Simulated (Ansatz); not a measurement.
**Sn3Bi: do energies and stresses tell the same story?**

All numbers below come from Ansatz 0.2.0, DFT r2SCAN, scalar-relativistic, plane waves, PAW.

Plane waves to 500 eV, a k mesh through Γ of 10×10×10 on the computed 4-atom cell and Gaussian smearing (0.10 eV); no spin polarisation.

Relaxed cell: Fm-3m, a = 7.680 Å, b = 7.680 Å, c = 7.680 Å, α = 90.00°, β = 90.00°, γ = 90.00°, 4 atoms in the primitive cell. Whether it is the stable form of this composition wasn't checked.

Energies at zero smearing and pressures from the stress tensor, at volumes with shape and atoms relaxed:
| V (Å³/atom) | E − E(first) (meV/atom) | P (GPa) |
| --- | --- | --- |
| 24.915 | 0.00 | 8.89 |
| 25.765 | -39.58 | 6.08 |
| 26.614 | -65.56 | 3.71 |
| 27.463 | -79.97 | 1.71 |
| 28.313 | -84.49 | 0.00 |
| 29.162 | -80.55 | -1.45 |
| 30.011 | -69.51 | -2.66 |
| 31.144 | -45.79 | -3.98 |

Check P = −dE/dV between neighbouring volumes, and get the bulk modulus from the pressures alone.

With 1 eV/Å³ = 160.2 GPa:
```tsv
middle V (Å³/atom)	−ΔE/ΔV (GPa)	mean P (GPa)
25.340	7.466	7.483
26.189	4.899	4.897
27.039	2.719	2.710
27.888	0.852	0.852
28.737	-0.744	-0.724
29.587	-2.083	-2.053
30.578	-3.355	-3.319
```

The two differ by 0.04 GPa at most. The mean of two end pressures misses the average over a step by about ΔV² P″/12, up to 0.04 GPa here; with that taken off 0.04 GPa remains. The stress is the derivative of the free energy, not of the energy at zero smearing, and with free energies 0.00 GPa remains. Around V = 28.313 Å³/atom, the two neighbours give B = −V ΔP/ΔV = 28.313 × 3.15 / 1.699 = 52.5 GPa, against B0 = 52.4 GPa from the Birch–Murnaghan fit of the energies.

Spin–orbit coupling is left out, which can shift energies with elements as heavy as these.